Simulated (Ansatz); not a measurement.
LiCl (rock salt, Fm-3m), the program Ansatz at the LDA level (PAW): ε∞ = 3.18, cell volume 30.59 Å³. Infrared-active transverse modes:

| ω_TO (cm⁻¹) | oscillator strength S_xx (e²/amu) |
|---|---|
| 228.1 | 0.2337 |

Problem. Compute the static dielectric constant.

Solution. Each mode adds (4.921e7/V) S/ω²: 7.23. So ε0 = 10.4.

Problem. What LO frequency does the Lyddane–Sachs–Teller relation give?

Solution. ω_LO = ω_TO √(ε0/ε∞) = 412 cm⁻¹.

The cell was relaxed with LDA under the symmetry of its start; phonons on a q-mesh show no instability.

Potentials: the later of the program's two PAW sets.
